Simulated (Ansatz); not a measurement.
Here is the system:

SiGe:
```
CELL_PARAMETERS angstrom
      1.96053     1.13191     6.39185
     -1.96053     1.13191     6.39185
      0.00000    -2.26383     6.39185
ATOMIC_POSITIONS crystal
  Si 0.93885 0.93885 0.93885
  Si 0.06115 0.06115 0.06115
  Ge 0.43593 0.43593 0.43593
  Ge 0.56407 0.56407 0.56407
```

This is the PBEsol-relaxed structure.

Q: All from DFT-PBEsol in the program Ansatz with PAW potentials, unless another level is named. Give the band gap.

A: 0.32 eV (indirect).

Q: And the smallest direct gap on the standard path?

A: 0.88 eV.

Q: Next, the gap with spin–orbit coupling?

A: 0.27 eV.

Space group R-3m. The start of the workflow was typed in or built on a structure type; neither database checked (COD, Materials Project) lists it. Whether it is the stable phase at ambient conditions was not checked. The cell was relaxed with PBEsol under the symmetry of its start; whether a distortion lowers the energy is not shown. Scalar-relativistic: spin–orbit coupling is off unless named, which matters more the heavier the elements.

Potentials: the later of the program's two PAW sets.
